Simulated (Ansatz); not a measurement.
## Equation of state of Sr3Ag under PBE

Symmetry: Pm-3m, No. 221, cubic system. The conventional cell has a = 5.491 Å, b = 5.491 Å, c = 5.491 Å, α = 90.00°, β = 90.00°, γ = 90.00°. Ag (site symmetry m-3m) has 12 Sr at 3.88 Å as nearest neighbours. Sr (site symmetry 4/mmm) has 4 Ag at 3.88 Å and 8 Sr at 3.88 Å as nearest neighbours.

The cell comes from a database or a generator and needn't be the stable form of this composition.

The cell was scaled at fixed shape and fractions and run with Ansatz, Ansatz PAW, cutoff 420 eV; PBE, k mesh 5 × 5 × 5 on the cell of 4 atoms, fermi-dirac occupations of 0.05 eV, no spin polarisation, no spin-orbit coupling. Energies are those that the program minimises, any entropy of the smearing included. For a metal such a mesh isn't converged to the digits shown.

```tsv
V (Å³/atom)	energy over the lowest row (meV/atom)
38.9038	7.975
39.7316	3.451
40.5593	0.845
41.3871	0.000
42.2148	?
43.0426	2.979
43.8703	6.530
```

Problem. Fit the third-order Birch-Murnaghan form, give V0, B0 and B′, and predict the energy left open.

Solution. With y = (V0/V)^(2/3), E = E0 + (9 V0 B0/16) [(y - 1)³ B′ + (y - 1)² (6 - 4y)]. Least squares through the rows shown give V0 = 41.3974 Å³/atom, E0 = 0.001 meV, B0 = 15.48 GPa (1 eV/Å³ = 160.218 GPa) and B′ = 3.58, with a largest miss of 0.003 meV. At V = 42.2148 the form with these constants gives 0.758 meV; the run gave 0.756 meV an atom.
